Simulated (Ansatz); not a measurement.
A trial cell of Sn4SeS3, before relaxation:

```cif
data_structure
_symmetry_space_group_name_H-M 'P 1'
_symmetry_Int_Tables_number 1
_cell_length_a 7.2956
_cell_length_b 7.2956
_cell_length_c 7.2956
_cell_angle_alpha 131.810
_cell_angle_beta 131.810
_cell_angle_gamma 70.529
_cell_volume 211.37
loop_
_atom_site_label
_atom_site_type_symbol
_atom_site_fract_x
_atom_site_fract_y
_atom_site_fract_z
_atom_site_occupancy
Sn1 Sn 0.25000 0.25000 0.00000 1
Sn2 Sn 0.00000 0.50000 0.50000 1
Sn3 Sn 0.75000 0.75000 0.00000 1
Sn4 Sn 0.50000 0.00000 0.50000 1
Se1 Se 0.50000 0.50000 0.00000 1
S1 S 0.00000 0.00000 0.00000 1
S2 S 0.75000 0.25000 0.50000 1
S3 S 0.25000 0.75000 0.50000 1
```

Method: DFT PBE, scalar-relativistic, plane waves, PAW in Ansatz 0.2.0. Cutoff 420 eV, Gaussian smearing, Γ-centred meshes. Cell and atoms relax on a converged mesh. The steps can't lower the symmetry of their start. No spin polarisation.

A guess keeps its type if space group and coordination stay and the shape of the cell changes little (axis ratios within about 15 %, angles within 6°); the volume may change.

**Question.** Does it keep its structure type, or change into something else?

**Answer.** It keeps its type. The symmetry stays I4/mmm (No. 139). The volume per atom shrinks by 2.5 %, from 26.4 to 25.8 Å³. The shortest distance goes from 2.98 Å (Sn–S and Sn–Se) to 2.88 Å (Sn–S). The ratio c/a of the conventional cell changes by a factor of 1.00. Counting neighbours within 15 % of an atom's shortest distance, the start has S 6, Se 6, Sn 6 and the end S 6, Se 6, Sn 6.

Formation energies are uncorrected and refer to the elements' standard structures at the same level. The references include grey tin.

**Question.** At what energy does it end?

**Answer.** −0.409 eV/atom. It lies below the elements, which doesn't yet make it stable against other compounds or structures.

The last run used an 8×8×8 mesh for its 8-atom cell and Gaussian smearing of 0.02 eV. The reference forms of S and Se are held partly by dispersion forces, which this level lacks. Symmetry constrained the relaxation, so the result can be a saddle point.
